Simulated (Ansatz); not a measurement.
## Comparing deformations in P

Theory: DFT r2SCAN, scalar-relativistic, plane waves, PAW (Ansatz 0.2.0). Settings: plane waves to 500 eV, k-mesh 24×24×12 (Γ-centred), Gaussian smearing 0.15 eV. No spin polarisation. Energies are free energies at this smearing, counted from the undisturbed cell; pressure is positive in compression.

Reference structure (relaxed at this level; with this scan's settings it stands at -0.3 GPa; this simple cubic form isn't the usual structure):

```
P
1.0
     2.44927    0.00000    0.00535
     0.00000    2.44951    0.00000
    -0.00981    0.00000    4.82390
P
2
Direct
  0.00000 0.00000 0.25038
  0.00000 0.00000 0.74962
```

The cell is strained by ε times a Voigt pattern (xx, yy, zz, yz, xz, xy; engineering shear) with fractional coordinates fixed. τ = (1/V0) dE/dε comes from the stress tensor. Of each scan, only the three points used here are listed.

| pattern | ε | τ (GPa) |
| --- | --- | --- |
| (1, -1, 0, 0, 0, 0) | -0.0300 | -13.57 |
| (1, -1, 0, 0, 0, 0) | 0.0000 | -0.02 |
| (1, -1, 0, 0, 0, 0) | 0.0150 | 5.90 |
| (1, 0, 0, 0, 0, 0) | -0.0300 | -6.50 |
| (1, 0, 0, 0, 0, 0) | 0.0000 | 0.77 |
| (1, 0, 0, 0, 0, 0) | 0.0150 | 4.34 |

Question: Which constants do the scans give, and which deformation costs least for the same size of strain tensor?

Answer: The slope dτ/dε at zero (parabola through three points) is pᵀCp: (1, -1, 0, 0, 0, 0) gives C11 + C22 − 2 C12 = 414 GPa; (1, 0, 0, 0, 0, 0) gives C11 = 239 GPa. The size of the strain tensor, ε:ε, is ε² times 2.0, 1.0. Per unit of it the stiffnesses are 207, 239 GPa, so (1, -1, 0, 0, 0, 0) is the softest of these: at ε:ε = (1 %)² the quadratic term costs 0.93 meV/atom against 1.08 for the stiffest. These are clamped-ion values.

In a metal these slopes depend on the k mesh and the smearing.

Cost: 10 runs of about 11 core-minutes in all, on Intel Xeon Processor @ 2.70GHz (shared hosts).